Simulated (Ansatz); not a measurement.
# Structure relaxation, Si$_{2}$Ni

The start is a relaxed Si2Ni cell, doubled along one cell vector, shaken by Gaussian noise of σ = 0.08 Å a coordinate. The cell and all atomic positions are relaxed at zero pressure with PBE (plane waves to 420 eV, PAW, scalar-relativistic; Ansatz, a quantum-chemistry and plane-wave program). First-step values are on the input's coarse k-mesh.

Ansatz input (later rounds restart from its end on a renewed k-mesh):
Ansatz 0.2 input:
```yaml
crystal:
  lattice:
    - [5.5636365998, 0, 0]
    - [0, 11.2431090964, 0]
    - [0, 0, 2.6309771425]
  atoms:
    - { symbol: Ni, position: [0.4793836565, 0.2418620125, 0.5106691574] }
    - { symbol: Ni, position: [0.4966250397, 0.7360048737, 0.458030456] }
    - { symbol: Ni, position: [-0.0050771806, -0.0006187518, -0.0168213487] }
    - { symbol: Ni, position: [0.0101317424, 0.4936833092, -0.0285523123] }
    - { symbol: Si, position: [0.6699874234, 0.4433435058, 0.4704413214] }
    - { symbol: Si, position: [0.6776325397, 0.9278034184, 0.5174328995] }
    - { symbol: Si, position: [0.1742666068, 0.3128566369, 0.0058847665] }
    - { symbol: Si, position: [0.1607600438, 0.818878639, 0.0351273641] }
    - { symbol: Si, position: [0.8481853943, 0.1800084762, 0.0132427154] }
    - { symbol: Si, position: [0.8373431308, 0.6910326956, -0.0193004358] }
    - { symbol: Si, position: [0.3364064873, 0.0731855208, 0.5529182077] }
    - { symbol: Si, position: [0.3223928682, 0.5770226089, 0.4981264332] }
basis: { ecutwfc: 420, ecutrho_ratio: 4, xc_grid: 2, fft_grid_basis: typed }
kpoints: { mp_grid: { grid: [4, 2, 9] } }
hamiltonian:
  xc: pbe
  dispersion: none
  pseudopotentials: { azcp: { folder: ./paw }, kind: paw }
scf: { occupations: { method: fermi_dirac, width: 0.05 } }
relax: { f_tol: 0.01, max_steps: 100, cell: { stress_tol: 0.02 } }
output: { forces: true, stress: true }
```

Task: What pressure does the first self-consistent step give?

Result: +3 GPa (positive: the cell is compressed).

Task: What is the largest force in the starting geometry, and on which atom (counted from 1)?

Result: About 3.3 eV/Å, on Si12 (atoms numbered as listed).

Task: By how much does the energy per atom fall from start to end?

Result: 0.11 eV/atom.

Task: Is the relaxed structure metallic? Give its gap.

Result: Zero (metallic).

Final structure:

```cif
data_Ni2Si4
_chemical_formula_sum 'Ni2 Si4'
_space_group_name_H-M_alt 'Pnnm'
_space_group_IT_number 58
_space_group_name_Hall '-P 2 2n'
_cell_length_a 5.56364
_cell_length_b 5.62155
_cell_length_c 2.63098
_cell_angle_alpha 90.000
_cell_angle_beta 90.000
_cell_angle_gamma 90.000
loop_
_atom_site_label
_atom_site_type_symbol
_atom_site_symmetry_multiplicity
_atom_site_Wyckoff_symbol
_atom_site_fract_x
_atom_site_fract_y
_atom_site_fract_z
_atom_site_occupancy
Ni1 Ni 2 d 0.50000 0.00000 0.00000 1
Si1 Si 4 g 0.17796 0.12070 0.50000 1
```

Final values are on a 9×8×18 k-mesh of the relaxed cell. No spin polarisation in the result. A magnetic state may lie lower.

The relaxed structure here is a generated cell of Si2Ni: the first start was made by placing the elements on the sites of a structure type, and the end was not matched to a known phase here, so it may be hypothetical. Known forms of Si2Ni include space group No. 225.
